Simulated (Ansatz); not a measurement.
# LaCuB3, a known structure type with other elements, at an estimated volume

```xyz
5
Lattice="0.0000 3.6839 0.0000 3.6839 0.0000 0.0000 1.8420 1.8420 -4.4927" Properties=species:S:1:pos:R:3 pbc="T T T"
La    1.8420    1.8420   -3.2922
Cu    3.6839    3.6839   -4.3094
B     1.8420    3.6840   -1.0540
B     3.6840    1.8420   -1.0540
B     3.6839    3.6839   -2.2329
```

The numbers come from plane-wave PAW DFT (Ansatz): r2SCAN, no spin polarisation, 500 eV, 10×10×10 Γ-centred k points, fermi-dirac occupations (width 0.1 eV). Nothing was relaxed.

(1) Give the Bader charges.

(2) Which atom feels the largest force, and which way?

(3) What happens at the Fermi level?

(4) Is it stable against the elements?

Origin: a known structure type with other elements, at an estimated volume, so it need not be a known compound. Caveats: atoms or cell far from equilibrium; f levels without a U or exact exchange are poorly placed.

Results:

(1) Bader charges in e: La +1.51, Cu -0.18, B -0.50 to -0.42. In the mean La gives up most and B takes most.

(2) The largest is on Cu2: 2.56 eV/Å, components (0.00, 0.00, -2.56). It makes 180° with the line to a nearest neighbour, B5 at 2.08 Å, pointing away from it.

(3) It is a metal, with about 1.4 states/eV a cell as the mean within 0.25 eV of the Fermi level, mostly B p (51 %) and La d (22 %).

(4) 0.35 eV an atom against the elements' usual phases (free molecules for gases, crystals otherwise, with no correction for O₂ or N₂), so at this geometry it isn't bound against them. Relaxing would lower it.
